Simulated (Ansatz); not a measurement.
The relaxed structure here is a generated cell of La: the first start was made by placing the elements on the sites of a structure type, and the end was not matched to a known phase here, so it may be hypothetical. Known forms of La include space group No. 194.

One stationary structure of La. Calculation: PBE (plane waves to 420 eV, PAW, scalar-relativistic; Ansatz, a program for electronic structure).

```cif
data_La3
_chemical_formula_sum 'La3'
_space_group_name_H-M_alt 'P 1'
_space_group_IT_number 1
_cell_length_a 6.84589
_cell_length_b 6.84589
_cell_length_c 3.28015
_cell_angle_alpha 90.000
_cell_angle_beta 90.000
_cell_angle_gamma 120.000
loop_
_space_group_symop_operation_xyz
  'x, y, z'
loop_
_atom_site_label
_atom_site_type_symbol
_atom_site_fract_x
_atom_site_fract_y
_atom_site_fract_z
_atom_site_occupancy
La1 La 0.50000 0.00000 0.50000 1
La2 La 0.50000 0.50000 0.50000 1
La3 La 0.00000 0.50000 0.50000 1
```

**Question.** Find the space group and the Wyckoff positions (tolerance 0.01 Å).

**Answer.** Space group P6/mmm (No. 191); a = 6.8459 Å, b = 6.8459 Å, c = 3.2801 Å, α = 90.00°, β = 90.00°, γ = 120.00°

| atom | site | symmetry | x | y | z |
|---|---|---|---|---|---|
| La | 3g | mmm | 0.5000 | 0.5000 | 0.5000 |

**Question.** Give the shortest distances between elements (the closest pairs, up to four, under 3.6 Å).

**Answer.** La–La 3.28 Å.

The volume per atom is 44.38 Å³ and the band gap comes out as zero (metallic).

No spin polarisation in the result. A magnetic state may lie lower.

The run could not lose the symmetry of its start, so the end can be a saddle point.
